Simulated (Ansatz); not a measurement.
# AlRu (Pm-3m), stationary points along a deformation path

Computed with Ansatz, DFT PBEsol, scalar-relativistic, plane waves, PAW. The runs took a 420 eV cutoff, a Γ-centred 18×18×18 mesh and Gaussian smearing (0.15 eV). No spin polarisation. Energies are free energies at this smearing, counted from the undisturbed cell; pressure is positive in compression.

The starting cell (as given, not relaxed at this level; it stands at -3.3 GPa, and it needn't be the usual structure):

```
Al Ru
1.0
     2.99160    0.00000    0.00000
     0.00000    2.99160    0.00000
     0.00000    0.00000    2.99160
Al Ru
1 1
Direct
  0.00000 0.00000 0.00000
  0.50000 0.50000 0.50000
```

At fixed volume and fractional coordinates, lengths along (0.577, 0.577, 0.577) are scaled against those across it; ρ is that ratio over its starting value. V = 13.387 Å³/atom. Δσ is the stress along the axis less the mean stress across it (compression positive).

```csv
ρ,ΔE (meV/atom),Δσ (GPa),space group
0.500,7878.6,605.12,R-3m
0.600,3385.1,309.33,R-3m
0.710,1277.5,154.87,R-3m
0.850,239.6,58.39,R-3m
0.930,42.1,21.95,R-3m
1.000,0.0,0.00,Pm-3m
1.080,37.9,-16.68,R-3m
1.200,179.8,-29.43,R-3m
1.410,468.6,-33.72,R-3m
1.700,809.4,-27.93,R-3m
2.000,946.2,0.00,Fm-3m
```

**Question.** How does the stress give the slope of the energy, and where is the energy stationary?

**Answer.** Along the path d ln(length) is 2/3 d ln ρ on the axis and −1/3 d ln ρ across it, so dE/d ln ρ = −(2/3) V Δσ: the energy falls with ρ where Δσ is positive. Δσ vanishes or changes sign at ρ = 1.000 (Pm-3m), a minimum at 0.0 meV/atom; at ρ = 2.000 (Fm-3m, an end of the scan), at 946.2 meV/atom. Pairs of stationary points between two samples would go unseen, and could change a minimum read from distant neighbours into a maximum. At ρ = 1.000, 2.000 the cell is cubic, where symmetry alone makes the stress isotropic and the slope zero.

**Question.** Which shear constant sets the curvature at ρ = 1?

**Answer.** For a cubic crystal E/V = (2/3) C (ln ρ)² with C = C44, so Δσ = −2C ln ρ. The parabola of Δσ against ln ρ through ρ = 0.930, 1 and 1.080 gives C ≈ 130 GPa with the ions clamped, rough because the steps are large. It is the stress–strain coefficient at this cell's pressure of -3.3 GPa, not the zero-pressure constant.

In a metal these slopes depend on the k mesh and the smearing.